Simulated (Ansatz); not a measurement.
A relaxed cell of In₃As is given with its symmetry left out. The cell was found from a structure generator's guess, not taken from experiment.

Method: Ansatz 0.2.0, DFT PBE, scalar-relativistic, plane waves, PAW. Cutoff 420 eV, Γ-centred mesh, Gaussian smearing, no spin polarisation.

```xyz
4
Lattice="3.0560 0.0000 0.0000 0.0000 3.0560 0.0000 0.0000 0.0000 11.2258" Properties=species:S:1:pos:R:3 pbc="T T T"
In    1.5280    1.5280    2.7576
In    1.5280    1.5280    8.4682
In    0.0000    0.0000    0.0000
As    1.5280    1.5280    5.6129
```

Energies over the elements count from the elements' standard structures at the same level, with no fitted energy shifts.

**Question.** Find its symmetry and describe it.

**Answer.** P4/mmm (No. 123). Conventional cell: a = 3.056 Å, c = 11.226 Å. In on a site of symmetry 4mm is surrounded by 1 As at 2.86 Å, 4 In at 3.06 Å and 4 In at 3.50 Å; around In on a site of symmetry 4/mmm lie 4 In at 3.06 Å and 8 In at 3.50 Å; As is surrounded by 2 In at 2.86 Å and 4 As at 3.06 Å.

**Question.** How far does it lie from the elements in energy?

**Answer.** +0.12 eV/atom. It can't be a ground state, since the elements alone are lower.

**Question.** Is it a metal?

**Answer.** Yes, bands cross the Fermi level on the 16×16×4 mesh.

The last run used a 16×16×4 mesh (in the run's order of axes) for its 4-atom cell and Gaussian smearing of 0.10 eV. The reference form of As is held partly by dispersion forces, which this level lacks. A structure relaxed within its symmetry needn't be a true minimum. Another cell of In3As relaxed alike, in Pm-3m (a Materials Project cell), lies 44 meV/atom lower, so this cell isn't the stable form at this level.
